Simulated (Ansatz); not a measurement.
Ga (α-Ga, Cmce) at seven volumes, DFT-LDA in the program Ansatz with PAW potentials, shape and atoms relaxed at each. One row is withheld.

```csv
V (Å³/atom),P (GPa)
16.716,7.91
17.267,4.78
17.818,2.17
18.369,0.00
18.920,?
19.471,-3.31
20.023,-4.56
```

Fit the shown pressures and predict the withheld one.

P = (3/2)B₀(x^(7/2) − x^(5/2))[1 + (3/4)(B′ − 4)(x − 1)] with x = (V₀/V)^(2/3). Least squares on the six rows gives V₀ = 18.369 Å³/atom, B₀ = 65.9 GPa, B′ = 5.11. At V = 18.920, x = 0.9805 and P = -1.81 GPa. The run itself gave -1.81 GPa.

The cell was relaxed with LDA under the symmetry of its start; of distortions, only those at the zone centre were tested.

Potentials: the later of the program's two PAW sets.
